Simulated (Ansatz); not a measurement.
GaNi3C (anti-perovskite, space group No. 221) at seven volumes, the program Ansatz at the PBEsol level (PAW), scaled uniformly. One row is withheld.

```
V (Å³/atom)  P (GPa)
-----------  -------
9.471              ?
9.783          15.83
10.095          7.25
10.407          0.00
10.719         -6.13
11.032        -11.31
11.344        -15.68
```

Fit the shown pressures and predict the withheld one.

Third-order Birch–Murnaghan: P = (3/2)B₀(x^(7/2) − x^(5/2))[1 + (3/4)(B′ − 4)(x − 1)] with x = (V₀/V)^(2/3). Least squares on the six rows gives V₀ = 10.407 Å³/atom, B₀ = 221.9 GPa, B′ = 4.63. At V = 9.471, x = 1.0648 and P = 26.03 GPa. The run itself gave 25.98 GPa.

Space group Pm-3m (anti-perovskite). A made-up cell: these elements were put on the sites of a structure type; the Crystallography Open Database copy checked does not list it. Its standing as an ambient phase is unchecked. The cell was relaxed with PBEsol under the symmetry of its start; its stability against distortions is not shown here. The workflow began spin-polarised and lost its moments.

Potentials: the later of the program's two PAW sets.
